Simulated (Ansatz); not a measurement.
# VN$_{2}$ (I4/mcm): electronic heat capacity and spin susceptibility from the density of states

Method: DFT PBEsol, scalar-relativistic, plane waves, PAW in Ansatz 0.2.0.

Plane waves to 420 eV, a k mesh through Γ of 12×12×12 on the computed 6-atom cell and Gaussian smearing (0.10 eV); no spin polarisation.

Relaxed cell: I4/mcm, a = 4.261 Å, b = 4.261 Å, c = 4.911 Å, α = 90.00°, β = 90.00°, γ = 90.00°, 6 atoms in the primitive cell.

The density of states at the Fermi level is 2.384 states/eV in the cell of 6 atoms (2 formula units; both spins, tetrahedra on a 18×18×18 mesh).

**Question.** What Sommerfeld coefficient and Pauli susceptibility does this give?

**Answer.** Per formula unit N(E_F) = 1.192 states/eV. γ = (π²/3) k_B² N(E_F) N_A = 2.357 mJ/(mol K²) per state/eV, so γ = 2.8 mJ/(mol K²), a mole of formula units. χ_P = μ_B² N(E_F) N_A = 3.23×10⁻⁵ emu/mol per state/eV gives 3.9×10⁻⁵ emu/mol. This is the bare band result: a measured γ of the same phase is as a rule larger by a factor 1 + λ from phonons and spin fluctuations, the spin part of χ is larger by the Stoner factor, and a measured χ also holds orbital and core terms. N(E_F) at one energy is sensitive to the mesh where the density of states has sharp peaks.

A ferromagnetic start lost its moments in a first run, so spin was left out; other magnetic orders weren't tried.